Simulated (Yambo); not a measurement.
Yambo run on MgZnO₂ (space group P3m1, No. 156). The wavefunctions come from this Quantum ESPRESSO step (PBEsol, PseudoDojo standard norm-conserving files, scalar-relativistic):

```
&CONTROL
  calculation = 'nscf'
  pseudo_dir = './pseudo'
  outdir = './out'
/
&SYSTEM
  ibrav = 0
  nat = 4
  ntyp = 3
  ecutwfc = 84.0
  ecutrho = 336.0
  occupations = 'fixed'
  force_symmorphic = .true.
  nbnd = 125
/
&ELECTRONS
  conv_thr = 4e-09
  diago_full_acc = .true.
  diago_thr_init = 1e-08
/
ATOMIC_SPECIES
O 15.9990 O.upf
Mg 24.3050 Mg.upf
Zn 65.3800 Zn.upf
CELL_PARAMETERS angstrom
  3.262521012099   0.000000000000   0.000000000000
 -1.631260506049   2.825426076858   0.000000000000
  0.000000000000   0.000000000000   5.119981475000
ATOMIC_POSITIONS crystal
O   0.333333333000   0.666666667000   0.884961743000
O   0.666666666333   0.333333333667   0.388132246700
Mg   0.333333333000   0.666666667000   0.496180979700
Zn   0.666666666333   0.333333333667   0.002715030600
K_POINTS automatic
6 6 4 0 0 0
```

Yambo input:

```
rim_cut
gw0
dyson
el_el_corr
HF_and_locXC
ppa
em1d
RandQpts= 1000000
RandGvec= 1 Ry
EXXRLvcs= 84 Ry
VXCRLvcs= 336 Ry
Chimod= "HARTREE"
% BndsRnXp
 6 | 124 |
%
NGsBlkXp= 10 Ry
% LongDrXp
 1.0 | 1.0 | 1.0 |
%
PPAPntXp= 27.2114 eV
% GbndRnge
 1 | 124 |
%
GTermKind= "BG"
DysSolver= "n"
ExtendOut
% QPkrange
 1 | 1 | 21 | 22 |
 3 | 3 | 21 | 22 |
 10 | 10 | 21 | 22 |
 12 | 12 | 21 | 22 |
 19 | 19 | 21 | 22 |
 21 | 21 | 21 | 22 |
%
```

k points by index: 1 = Γ, 3 = A, 10 = M, 12 = L, 19 = K, 21 = H.

The o-*.qp file then holds:

```
#    K-point    Band    Eo [eV]    E [eV]    E-Eo [eV]    Vxc [eV]    Vnlxc [eV]    Sc|Eo [eV]    Sc|E [eV]    dSc/dw|Eo [eV]    Re(Z)    Im(Z)
#
    1    21    0.000000    -1.200513    -1.200513    -24.09281    -29.99487    4.379710    4.701552    -7.294298    0.788604    -0.001198
    1    22    1.763275    2.372283    0.609008    -12.28618    -8.447114    -3.114140    -3.230054    -5.178601    0.840116    -0.936425E-3
    3    21    -0.055115    -1.273803    -1.218688    -24.13526    -30.10280    4.422070    4.748851    -7.295770    0.788570    -0.001201
    3    22    3.905069    4.772496    0.867428    -14.80673    -10.49242    -3.262007    -3.446887    -5.799247    0.824321    -0.978086E-3
    10    21    -0.799240    -2.089240    -1.290000    -22.16852    -28.26881    4.460806    4.810288    -7.371245    0.786849    -0.001250
    10    22    6.556407    7.581702    1.025294    -13.68456    -8.479379    -3.970600    -4.179885    -5.553608    0.830499    -0.001583
    12    21    -0.779000    -2.138155    -1.359155    -22.66267    -28.83192    4.446428    4.810103    -7.280367    0.788922    -0.001233
    12    22    6.077558    6.932075    0.854517    -11.08362    -6.176037    -3.895052    -4.053066    -5.031245    0.843956    -0.966895E-3
    19    21    -1.618405    -3.107138    -1.488734    -21.58139    -28.05067    4.579670    4.980550    -7.326654    0.787865    -0.001295
    19    22    7.646491    8.415886    0.769395    -9.262105    -4.366238    -3.988889    -4.126472    -4.865182    0.848325    -0.001094
    21    21    -0.791489    -2.110903    -1.319414    -22.06352    -27.99797    4.264052    4.615033    -7.237895    0.789895    -0.001223
    21    22    7.723630    8.677447    0.953817    -10.93310    -5.869508    -3.921354    -4.109777    -5.374971    0.835053    -0.950723E-3
```
(The two width columns are left out.) Convergence of these settings isn't established.

Geometry relaxed with PBEsol.

The structure is a Materials Project entry; no match was found in the copy of COD used, and its stability was not checked.
